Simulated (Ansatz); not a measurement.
The cell is COD entry 2310286, as deposited and not checked against the literature; nothing was relaxed.

SrCd: DFT, LDA, all-electron LAPW, scalar-relativistic (Ansatz 0.2.0).

Command: `ansatz run input.yaml --threads 1 --pin off --max-ram 3072MiB --backend cpu --events-out ev --progress --plain --runs-dir out` The run took 46 s on 1 thread of Arm Neoverse N1 (shared host), peak memory 0.35 GiB.

```yaml
crystal:
  lattice:
    - [4.003, 0.0, 0.0]
    - [0.0, 4.003, 0.0]
    - [0.0, 0.0, 4.003]
  atoms:
    - { symbol: Sr, position: [0.5, 0.5, 0.5] }
    - { symbol: Cd, position: [0.0, 0.0, 0.0] }
kpoints:
  mp_grid: { grid: [10, 10, 10] }
  band_path:
    path:
      - [0.0, 0.0, 0.0]
      - [0.0, 0.5, 0.0]
      - [0.5, 0.5, 0.0]
      - [0.0, 0.0, 0.0]
      - [0.5, 0.5, 0.5]
      - [0.0, 0.5, 0.0]
      - [0.5, 0.5, 0.5]
      - [0.5, 0.5, 0.0]
    npoints: 14
scf:
  occupations: { method: fermi_dirac, width: 0.08 }
hamiltonian:
  xc: lda
  pseudopotentials: { kind: all_electron, lapw: { basis_error: 0.0005 } }
output:
  forces: true
  stress: true
  eigenvalues: true
  fatbands: true
  populations: true
  dos: { projected: true, de: 0.2, e_range: [-14, 8] }
```

Output:

```
Sr: projections on atomic orbitals take those of the free atom 1s2 2s2 2p6 3s2 3p6 3d10 4s2 4p6 5s2, of charge +0.00 (hamiltonian.pseudopotentials.projection_atoms)
Cd: projections on atomic orbitals take those of the free atom 1s2 2s2 2p6 3s2 3p6 3d10 4s2 4p6 4d10 5s2, of charge +0.00 (hamiltonian.pseudopotentials.projection_atoms)
LAPW: plane waves up to 6.226 Å⁻¹, error target 5.0e-4 eV per atom; small_component_spin mean_spin; Sr in spheres of 1.644 Å, 26 of its electrons in bands, Dirac shells []; Cd in spheres of 1.823 Å, 20 of its electrons in bands, Dirac shells []
Engine: ansatz 0.2.0
Pseudopotentials: kind: all_electron
Pseudopotential: Sr, LAPW, valence charge 26, Koelling and Harmon's equation, gaussian nucleus
Pseudopotential: Cd, LAPW, valence charge 20, Koelling and Harmon's equation, gaussian nucleus
Functional definition: SPW92
  exchange = slater_x
  correlation = pw_c
Crystal: 2 atoms, lattice volume = 64.144 Å³
Basis set: ecut = 147.68577179412333 eV, 251 PW (Γ), exchange–correlation at level 2
Bands: 28, of which v1, the nominal top of the filled ones, is band 23 counted from 1 (22 counted from 0)
Symmetry: 48 space group operations
Space group: Pm-3m (ITA 221), of the structure as read, at distance tolerance 4.0e-5 Å
k-points: 56 of 1000
Non-local potential: Sr, projectors of the file, none
Non-local potential: Cd, projectors of the file, none
Initial density: superposition of atomic densities (chi_scale 0.1, normalization cell, long waves kept (reshape's long-wave potential 0.00 eV rms))
Initial wavefunctions: plane waves of lowest kinetic energy (no species holds an atomic orbital)
Functional: x = slater, c = lda
iter 1 solved again at ethr=3.15e-5 eV; its pass at ethr=1.00e-1 eV (dr2=1.45e-2 eV) is discarded
SCF iter   1: F=—  HF=-238519.154441 eV  |F-HF|=—  |Δ(HF+E_count)|=         —  Δρ=5.12e-3  dr2=1.44e-2  ethr=3.15e-5  ⟨swp⟩=3.4  Hψ=10333  notcnv=0
preconditioner: auto → Kerker (q_TF=auto, 2.581 Å⁻¹)  [metal: Δε(μ)=0.067 eV  Ē_g=12.525 eV  σ=0.080 eV  W_gap=0.20  n_scr=18 (ndim 8)  ℏωp=20.7 eV  f_vac=0.000  D(μ)=1.23/eV (n_scr^D=6)]
SCF iter   2: F=—  HF=-238519.045392 eV  |F-HF|=—  |Δ(HF+E_count)|=   1.09e-1  Δρ=3.44e-3  dr2=1.45e-2  ethr=3.14e-5  ⟨swp⟩=3.0  Hψ=5507  notcnv=0
SCF iter   3: F=—  HF=-238519.022249 eV  |F-HF|=—  |Δ(HF+E_count)|=   2.31e-2  Δρ=2.81e-3  dr2=8.62e-3  ethr=3.14e-5  ⟨swp⟩=2.0  Hψ=4900  notcnv=0
SCF iter   4: F=—  HF=-238519.023471 eV  |F-HF|=—  |Δ(HF+E_count)|=   1.22e-3  Δρ=1.68e-3  dr2=4.30e-3  ethr=1.87e-5  ⟨swp⟩=2.0  Hψ=4894  notcnv=0
iter 5 solved again at ethr=7.69e-7 eV; its pass at ethr=9.35e-6 eV (dr2=3.54e-4 eV) is discarded
SCF iter   5: F=—  HF=-238519.022873 eV  |F-HF|=—  |Δ(HF+E_count)|=   5.98e-4  Δρ=3.96e-4  dr2=3.53e-4  ethr=7.69e-7  ⟨swp⟩=2.0  Hψ=8071  notcnv=0
SCF iter   6: F=—  HF=-238519.022755 eV  |F-HF|=—  |Δ(HF+E_count)|=   1.18e-4  Δρ=1.62e-4  dr2=3.37e-5  ethr=7.68e-7  ⟨swp⟩=2.0  Hψ=4900  notcnv=0
SCF iter   7: F=—  HF=-238519.022761 eV  |F-HF|=—  |Δ(HF+E_count)|=   6.63e-6  Δρ=8.84e-5  dr2=1.30e-5  ethr=7.33e-8  ⟨swp⟩=2.0  Hψ=4900  notcnv=0
SCF iter   8: F=—  HF=-238519.022758 eV  |F-HF|=—  |Δ(HF+E_count)|=   3.55e-6  Δρ=3.67e-5  dr2=2.09e-6  ethr=2.82e-8  ⟨swp⟩=2.0  Hψ=4901  notcnv=0
SCF iter   9: F=—  HF=-238519.022756 eV  |F-HF|=—  |Δ(HF+E_count)|=   2.18e-6  Δρ=6.18e-6  dr2=3.75e-8  ethr=4.55e-9  ⟨swp⟩=2.1  Hψ=4903  notcnv=0
SCF iter  10: F=-238519.022756 eV  HF=-238519.022756 eV  |F-HF|=2.33e-10  |Δ(HF+E_count)|=   5.45e-8  Δρ=2.33e-6  dr2=4.36e-9  ethr=8.14e-11  ⟨swp⟩=2.4  Hψ=4929  notcnv=0
SCF 1 converged in 10 iterations: F = -238519.022756 eV  dr2 = 4.36e-9
NSCF: frozen V_eff on 99 k-points
SCF converged after 10 iterations
Free energy (F): -238519.022756 eV
Harris-Foulkes:  -238519.022756 eV  (|F-HF|=2.33e-10)
Internal energy: -238518.996386 eV  (E = F + TS)
E sigma→0 (E₀):  -238519.009571 eV
Entropy (-TS):   -0.026370 eV (-13.185 meV/atom)
Fermi energy:    10.056117 eV
--- Per-component energies (eV) ---
  E_band       = -3123.987645
  E_kinetic    = 248244.113719
  E_xc         = -6832.367431
  E_electrostatic = -479930.742673  (all electrons and nuclei)
  E_smearing   = -0.026370  (= −TS)
  E_closure    = 0.000000  (closes the sum)
  E_atoms      = -238514.940535  (free atoms, spherical and without spin; not in F)
  Σ components = -238519.022756   (vs F -238519.022756, Δ=0.00e0)
  Basis errors (estimates in eV, not in F): energy 1.3e-4 per atom: plane waves 1.2e-4 (6.4e-5 summed), levels above the bands 1.4e-30, relativity 1.2e-9, radial functions 9.7e-6, core shells 7.1e-8; eigenvalues (radial functions only) 2.3e-6; not estimated: angular momenta, meshes, grids; target (lapw.basis_error) 5.0e-4; muffin-tin radii Sr 1.644 Å, Cd 1.823 Å
--- Forces (eV/Å), atoms counted from 1 ---
  atom   1  Sr     0.00000000    -0.00000000    -0.00000000
  atom   2  Cd    -0.00000000     0.00000000    -0.00000000
  max |Σ_I F_I| component: 1.17e-31 eV/Å
--- Stress (GPa, compression-positive) ---
       -2.055077      -0.000000       0.000000
       -0.000000      -2.055077       0.000000
        0.000000       0.000000      -2.055077
  P = ⅓ Tr σ = -2.0551 GPa (-20.551 kbar)
--- Band table (eV; the first three rows and the last of 56) ---
  k-point 0: bands = ["-240.1833", "-240.1833", "-240.1833", "-112.7508", "-112.7508", "-112.7486", "-112.7486", "-112.7486", "-92.3239", "-53.4565", "-53.4565", "-53.4565", "-25.5928", "-7.5558", "-7.5558", "-7.5558", "1.4620", "1.4620", "1.6133", "1.6133", "1.6133", "4.2135", "11.4004", "11.4004", "14.0190", "14.0190", "14.0190", "15.2533"]
  k-point 1: bands = ["-240.1833", "-240.1833", "-240.1833", "-112.7508", "-112.7508", "-112.7486", "-112.7486", "-112.7486", "-92.3239", "-53.4565", "-53.4564", "-53.4564", "-25.5917", "-7.5791", "-7.5542", "-7.5542", "1.4646", "1.4786", "1.6103", "1.6103", "1.6145", "4.3310", "11.2170", "11.4307", "13.6755", "13.6755", "13.7432", "15.2562"]
  k-point 2: bands = ["-240.1833", "-240.1833", "-240.1833", "-112.7508", "-112.7508", "-112.7486", "-112.7486", "-112.7486", "-92.3239", "-53.4566", "-53.4564", "-53.4564", "-25.5886", "-7.6392", "-7.5498", "-7.5498", "1.4715", "1.5222", "1.6024", "1.6024", "1.6175", "4.6752", "10.4912", "11.5142", "13.1286", "13.1286", "13.7506", "15.2639"]
  k-point 55: bands = ["-240.1833", "-240.1833", "-240.1833", "-112.7508", "-112.7508", "-112.7486", "-112.7486", "-112.7486", "-92.3239", "-53.4568", "-53.4568", "-53.4568", "-25.5571", "-7.7268", "-7.7268", "-7.7268", "1.5340", "1.5340", "1.5340", "1.7472", "1.7472", "9.1680", "9.2783", "9.2783", "9.2783", "14.7044", "14.7044", "14.7044"]
--- Löwdin populations: 2 sites ---
  site symbol       q [e]
     0     Sr     37.2654
     1     Cd     47.6789
  spilling = 0.012275 (of n_electrons = 86.000000)
```

populations.tsv:

```
# site	symbol	l	j	q
# orbitals = lowdin
# n_electrons = 86.000000
# spilling = 0.012275
# projection_atom_Sr: 1s2 2s2 2p6 3s2 3p6 3d10 4s2 4p6 5s2
# projection_atom_Cd: 1s2 2s2 2p6 3s2 3p6 3d10 4s2 4p6 4d10 5s2
0	Sr	0_1S	-	1.999998
0	Sr	0_2S	-	1.999983
0	Sr	0_3S	-	1.999701
0	Sr	0_4S	-	1.994183
0	Sr	0_5S	-	1.275297
0	Sr	1_2P	-	5.999997
0	Sr	1_3P	-	5.999971
0	Sr	1_4P	-	5.996281
0	Sr	2_3D	-	9.999971
1	Cd	0_1S	-	1.999999
1	Cd	0_2S	-	1.999980
1	Cd	0_3S	-	1.999696
1	Cd	0_4S	-	1.995891
1	Cd	0_5S	-	1.698818
1	Cd	1_2P	-	5.999999
1	Cd	1_3P	-	5.999978
1	Cd	1_4P	-	5.999307
1	Cd	2_3D	-	9.999985
1	Cd	2_4D	-	9.985278
```
